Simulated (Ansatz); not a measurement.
ZnSe:
```cif
data_SeZn
_chemical_formula_sum 'Zn1 Se1'
_space_group_name_H-M_alt 'P-6m2'
_space_group_IT_number 187
_space_group_name_Hall 'P -6 2'
_cell_length_a 3.65969
_cell_length_b 3.65969
_cell_length_c 3.27990
_cell_angle_alpha 90.000
_cell_angle_beta 90.000
_cell_angle_gamma 120.000
loop_
_atom_site_label
_atom_site_type_symbol
_atom_site_symmetry_multiplicity
_atom_site_Wyckoff_symbol
_atom_site_fract_x
_atom_site_fract_y
_atom_site_fract_z
_atom_site_occupancy
Zn1 Zn 1 a 0.00000 0.00000 0.00000 1
Se1 Se 1 f 0.66667 0.33333 0.50000 1
```

This is the PBEsol-relaxed structure.

Task: All from DFT-PBEsol in the program Ansatz with PAW potentials, unless another level is named. Give the electronic character.

Result: metallic (no gap).

Task: Predict the density of states at the Fermi level.

Result: 0.38 states/eV per atom (mean over ±0.08 eV).

Task: What about the formation energy from the elements (no fitted shifts)?

Result: -0.19 eV/atom.

Task: And the gap with spin–orbit coupling?

Result: none (metallic).

A made-up cell: these elements were put on the sites of a structure type; neither database checked (COD, Materials Project) lists it. It is not the phase usual at ambient conditions (space group No. 216). The cell keeps a stress of up to 0.3 GPa. Symmetry was held in the PBEsol relaxation; its stability against distortions is not shown here. The references are the lowest solids computed at this level, not always the standard phases. Spin–orbit coupling is left out wherever it is not named.

Potentials: the earlier of the program's two PAW sets. The files were generated under PBE; for other functionals the program regenerates the frozen cores, and for LDA and PBEsol the local potential too.
